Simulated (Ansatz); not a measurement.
# Rocksalt alloy of SrO and BaO (12 of 32 Sr sites exchanged), 64 atoms

Ansatz, PAW, plane waves. PBEsol relaxation of volume and atoms (shape held) at the single k point (¼, ¼, ¼) without its symmetry partners; single points on the relaxed atoms at the Γ point alone, onto which points of the small cell's zone fold. Arrangement: quasirandom. No spin–orbit coupling unless named.

Relaxed structure:

```
CELL_PARAMETERS angstrom
10.53266 0.00000 0.00000
0.00000 10.53266 0.00000
0.00000 0.00000 10.53266
ATOMIC_POSITIONS crystal
O 0.24669 0.99453 0.99886
O 0.25152 0.00488 0.50098
O 0.24136 0.50491 0.99198
O 0.25705 0.49479 0.50784
O 0.74978 0.00400 0.99849
O 0.74864 0.99547 0.50046
O 0.75392 0.49427 0.99672
O 0.74452 0.50545 0.50132
O 0.99448 0.24577 0.98960
O 0.00562 0.24143 0.51140
O 0.00452 0.75343 0.99049
O 0.99435 0.75819 0.50976
O 0.50460 0.24035 0.98965
O 0.49582 0.24566 0.50901
O 0.49510 0.75699 0.99451
O 0.50449 0.75319 0.50363
O 0.98691 0.99884 0.24786
O 0.99012 0.99934 0.75071
O 0.98782 0.50162 0.24033
O 0.99530 0.50040 0.75362
O 0.50914 0.99291 0.25101
O 0.50844 0.99779 0.74847
O 0.50830 0.50845 0.25757
O 0.50363 0.50131 0.74513
O 0.25147 0.25256 0.25867
O 0.25081 0.25788 0.74684
O 0.26075 0.74896 0.24252
O 0.25177 0.74238 0.75353
O 0.74862 0.25138 0.24274
O 0.74949 0.25144 0.75340
O 0.74385 0.75000 0.25588
O 0.74829 0.74836 0.74550
Sr 0.99534 0.99968 0.99534
Sr 0.99522 0.99977 0.50450
Sr 0.99707 0.49989 0.99440
Sr 0.50356 0.99816 0.99685
Sr 0.50355 0.99804 0.50254
Sr 0.50185 0.50210 0.50344
Sr 0.25184 0.24972 0.50551
Sr 0.24987 0.75010 0.99575
Sr 0.75052 0.24808 0.99594
Sr 0.74725 0.75133 0.50205
Sr 0.24996 0.50024 0.74977
Sr 0.74799 0.99785 0.24969
Sr 0.74913 0.99947 0.74972
Sr 0.74794 0.50190 0.24957
Sr 0.74914 0.50009 0.74977
Sr 0.99705 0.24946 0.75101
Sr 0.99709 0.75009 0.75098
Sr 0.50206 0.24950 0.74860
Sr 0.50337 0.75161 0.25203
Sr 0.50221 0.75003 0.74847
Ba 0.99831 0.49961 0.50364
Ba 0.50054 0.50092 0.99717
Ba 0.24828 0.24979 0.99562
Ba 0.25242 0.75000 0.50279
Ba 0.74868 0.24884 0.50216
Ba 0.74959 0.75073 0.99846
Ba 0.25105 0.99872 0.24983
Ba 0.24967 0.99967 0.74982
Ba 0.25108 0.50158 0.24986
Ba 0.99735 0.24843 0.24812
Ba 0.99766 0.75140 0.24826
Ba 0.50216 0.24812 0.25141
```

Problem. What are the mean bond lengths by pair (pairs within 1.2 times the sum of covalent radii, less contacts 15 % beyond the pair's median; cation–cation pairs of compounds aside; long ionic contacts are cut short by that bound)?

Solution. Ba–O 2.692 ± 0.047 Å (standard deviation, 72 bonds); O–Sr 2.600 ± 0.048 Å (standard deviation, 120 bonds).

Problem. What gap lies between the top filled and the lowest empty level in the single points?

Solution. HSE06 3.64 eV (24 s on NVIDIA GB300).
